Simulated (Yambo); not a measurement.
Yambo run on CsCl (CsCl type, space group Pm-3m, No. 221). The wavefunctions are PBEsol (pw.x of Quantum ESPRESSO, ONCV potentials, without SOC) ones on a 4×4×4 mesh (8 occupied bands); a = b = c = 4.0655 Å, α = β = γ = 90.00°.

Yambo input:

```
rim_cut
HF_and_locXC
RandQpts= 1000000
RandGvec= 1 Ry
EXXRLvcs= 58 Ry
VXCRLvcs= 232 Ry
% QPkrange
 1 | 1 | 8 | 9 |
 3 | 3 | 8 | 9 |
 6 | 6 | 8 | 9 |
 10 | 10 | 8 | 9 |
%
```

k points by index: 1 = Γ, 3 = X, 6 = M, 10 = R.

The o-*.hf file then holds:

```
#    K-point    Band    Eo [eV]    Ehf [eV]    Vxc [eV]    Vnlxc [eV]
#
    1    8    0.000000    -4.437101    -14.06644    -18.50354
    1    9    5.229068    9.408186    -7.929313    -3.750196
    3    8    -0.282779    -4.823127    -13.67486    -18.21521
    3    9    6.340243    10.85898    -8.233418    -3.714676
    6    8    -0.088902    -4.615845    -13.97124    -18.49819
    6    9    5.850720    10.18214    -8.055017    -3.723598
    10    8    -1.236919    -5.952781    -12.49505    -17.21092
    10    9    8.609968    13.44846    -10.67128    -5.832788
```
Exchange alone, without screening.

Geometry relaxed with PBEsol.
